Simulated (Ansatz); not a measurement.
According to the program Ansatz at the r²SCAN level (PAW), ScRhN2 in the trigonal phase (R-3m; Sc on 3b, Rh on 3a, N on 6c) relaxes to a = 3.252 Å, c = 17.608 Å. Sc has 6 nearest neighbours from 2.18 Å (octahedral); Rh has 2 nearest neighbours from 1.83 Å (linear). Its formation energy from the elements is -0.37 eV/atom, with no fitted shifts.

Electronic character: metallic (no gap). The magnetic state found is ferromagnetic. The net moment is 0.28 μB per atom.

Bader charges are Sc +1.92, Rh +0.71, N -1.32 e.

The start of the workflow was typed in or built on a structure type; neither database checked (COD, Materials Project) lists it. Its standing as an ambient phase is unchecked. The r²SCAN relaxation kept the symmetry of its start; whether a distortion lowers the energy is not shown. The final state is ferromagnetic, the only order run, not a proven ground state. Other orbital occupations within this spin state were not tried. No Hubbard U is applied. The references are the lowest solids computed at this level, not always the standard phases (solids in place of the gases). Scalar-relativistic: spin–orbit coupling is off unless named, which matters more the heavier the elements.

Potentials: the earlier of the program's two PAW sets.
